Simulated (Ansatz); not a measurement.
Input, command and steps of an Ansatz relaxation.

```yaml
crystal:
  lattice:
    - [3.9287898243, 0.0, 0.0]
    - [0.0, 3.9287898243, 0.0]
    - [0.0, 0.0, 3.9287898243]
  atoms:
    - { symbol: Zr, position: [0.0, 0.5, 0.5] }
    - { symbol: Zr, position: [0.5, 0.0, 0.5] }
    - { symbol: Zr, position: [0.5, 0.5, 0.0] }
    - { symbol: Os, position: [0.0, 0.0, 0.0] }
basis:
  ecutwfc: 420
kpoints:
  mp_grid: { grid: [4, 4, 4] }
hamiltonian:
  xc: pbe
scf:
  occupations: { method: gaussian, width: 0.1 }
  lower_state_search: "off"
output:
  forces: true
  stress: true
  eigenvalues: true
relax:
  adjacent_minimum: "off"
  f_tol: 0.04
  max_steps: 70
  cell: { stress_tol: 0.4 }
```

```bash
ansatz run input.yaml --threads 1 --pin off --max-ram 2560MiB --backend cpu --events-out ev --progress --plain --runs-dir out
```

Theory: Ansatz 0.2.0, DFT PBE, scalar-relativistic, plane waves, PAW.

Of 6 frames 6 are shown, positions in Å and forces in eV/Å; the SCF threshold varies from step to step. Steps run on the plane waves of an earlier cell, with a Pulay correction in the pressure. The basis is chosen afresh for the last frame, the zero of the energies, and at times for earlier ones too; energy and pressure step there, also at an unchanged geometry. Here that happened at step 6 (-4 meV/atom, 0.3 GPa); the frames before carry an error of that size.

```xyz
4
Lattice="3.9288 0.0000 0.0000 0.0000 3.9288 0.0000 0.0000 0.0000 3.9288" Properties=species:S:1:pos:R:3:forces:R:3 pbc="T T T" step=1 free_energy_over_end_meV_per_atom=800.42 pressure_GPa=64.34
Zr    0.0000    1.9644    1.9644    0.0000    0.0000    0.0000
Zr    1.9644    0.0000    1.9644    0.0000    0.0000    0.0000
Zr    1.9644    1.9644    0.0000    0.0000    0.0000    0.0000
Os    0.0000    0.0000    0.0000    0.0000    0.0000    0.0000
4
Lattice="4.1203 0.0000 0.0000 0.0000 4.1203 0.0000 0.0000 0.0000 4.1203" Properties=species:S:1:pos:R:3:forces:R:3 pbc="T T T" step=2 free_energy_over_end_meV_per_atom=182.05 pressure_GPa=24.75
Zr    0.0000    2.0602    2.0602    0.0000    0.0000    0.0000
Zr    2.0602    0.0000    2.0602    0.0000    0.0000    0.0000
Zr    2.0602    2.0602    0.0000    0.0000    0.0000    0.0000
Os    0.0000    0.0000    0.0000    0.0000    0.0000    0.0000
4
Lattice="4.2607 0.0000 0.0000 0.0000 4.2607 0.0000 0.0000 0.0000 4.2607" Properties=species:S:1:pos:R:3:forces:R:3 pbc="T T T" step=3 free_energy_over_end_meV_per_atom=15.62 pressure_GPa=5.50
Zr    0.0000    2.1304    2.1304    0.0000    0.0000    0.0000
Zr    2.1304    0.0000    2.1304    0.0000    0.0000    0.0000
Zr    2.1304    2.1304    0.0000    0.0000    0.0000    0.0000
Os    0.0000    0.0000    0.0000    0.0000    0.0000    0.0000
4
Lattice="4.3045 0.0000 0.0000 0.0000 4.3045 0.0000 0.0000 0.0000 4.3045" Properties=species:S:1:pos:R:3:forces:R:3 pbc="T T T" step=4 free_energy_over_end_meV_per_atom=4.25 pressure_GPa=0.76
Zr    0.0000    2.1523    2.1523    0.0000    0.0000    0.0000
Zr    2.1523    0.0000    2.1523    0.0000    0.0000    0.0000
Zr    2.1523    2.1523    0.0000    0.0000    0.0000    0.0000
Os    0.0000    0.0000    0.0000    0.0000    0.0000    0.0000
4
Lattice="4.3117 0.0000 0.0000 0.0000 4.3117 0.0000 0.0000 0.0000 4.3117" Properties=species:S:1:pos:R:3:forces:R:3 pbc="T T T" step=5 free_energy_over_end_meV_per_atom=4.03 pressure_GPa=0.03
Zr    0.0000    2.1559    2.1559    0.0000    0.0000    0.0000
Zr    2.1559    0.0000    2.1559    0.0000    0.0000    0.0000
Zr    2.1559    2.1559    0.0000    0.0000    0.0000    0.0000
Os    0.0000    0.0000    0.0000    0.0000    0.0000    0.0000
4
Lattice="4.3117 0.0000 0.0000 0.0000 4.3117 0.0000 0.0000 0.0000 4.3117" Properties=species:S:1:pos:R:3:forces:R:3 pbc="T T T" step=6 free_energy_over_end_meV_per_atom=0.00 pressure_GPa=0.34
Zr    0.0000    2.1559    2.1559    0.0000    0.0000    0.0000
Zr    2.1559    0.0000    2.1559    0.0000    0.0000    0.0000
Zr    2.1559    2.1559    0.0000    0.0000    0.0000    0.0000
Os    0.0000    0.0000    0.0000    0.0000    0.0000    0.0000
```

The start puts this composition into another compound's structure type, which needn't suit it. The cell swells from 15.2 to 20.0 Å³ an atom, so the end can be far from any stable crystal. At the end the space group is Pm-3m (tolerance 0.05 Å).

Time: 5.6 s on 1 thread of Intel(R) Xeon(R) 6975P-C (Granite Rapids), on a shared host, peak memory 0.41 GiB.

The k mesh is coarse. Spin–orbit coupling is left out, which can shift energies with elements as heavy as these.